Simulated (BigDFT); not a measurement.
## Cost against accuracy: the molecule CH₄FNOSi₂

SMILES: [SiH2]1O[Si@@H](C=N1)F
```xyz
10

F     -2.0502    -1.1909    -1.0233
Si    -1.1508    -0.7239     0.2146
C     -0.7334     1.1233     0.1043
N      0.5144     1.4395    -0.0884
Si     1.5464    -0.0058    -0.2241
O      0.4333    -1.2687    -0.0162
H     -1.7002    -1.1782     1.5180
H     -1.5276     1.8780     0.2056
H      2.1435    -0.0632    -1.5750
H      2.5246    -0.0100     0.8845
```
Charge 0, spin multiplicity 1.

Base run: PBE, Daubechies wavelet basis, HGH (Krack) norm-conserving potentials made for PBE, isolated boundary conditions (BigDFT 1.9.6). Its settings: basis = Daubechies wavelets; dft.hgrids = 0.324 bohr; dft.rmult = 6 8; dft.ixc = PBE; potentials = built-in HGH-K PBE; boundary_conditions = free; dft.gnrm_cv = 1e-05; dft.itermax = 80; dft.idsx = 6; dft.nrepmax = 3; dft.norbv = 4; dft.nvirt = 2; dft.gnrm_cv_virt = 1e-03; dft.itermax_virt = 40.

The grid can part forces that symmetry would make equal. Forces above 1 eV/Å remain at this geometry. The geometry comes from a cheaper method or was typed, in some cases with atoms then moved at random; it is not relaxed at this level, and the species need not be a known compound.

Runs, by their change from the base:
- A: dft.hgrids: 0.324 bohr → 0.518 bohr; dft.rmult: 6 8 → 3.5 5
- B: dft.hgrids: 0.324 bohr → 0.437 bohr; dft.rmult: 6 8 → 4 6
- C: dft.hgrids: 0.324 bohr → 0.372 bohr; dft.rmult: 6 8 → 5 7
- D: base settings

**Question.** Which is the coarsest run whose energy per atom lies within 100 meV/atom of run D, with all finer runs doing so too?

**Answer.** Run C, at roughly 40 % of the time; its energy is off by 33 meV/atom. Its worst force vector still differs by 1.365 eV/Å, so the choice depends on the quantity wanted.

Differences from run D, taken as the yardstick (the most refined here, and need not be converged itself); core times are rough figures from one shared machine:

| run | core time (% of D) | Δ energy (meV/atom) | largest change of a force vector (eV/Å) | Δ HOMO-LUMO gap (eV) |
|---|---|---|---|---|
| A | 10 | 1085.2 | 43.159 | 0.030 |
| B | 20 | 194.4 | 6.400 | 0.005 |
| C | 40 | 33.4 | 1.365 | 0.002 |
| D | 100 | 0.0 | 0.000 | 0.000 |
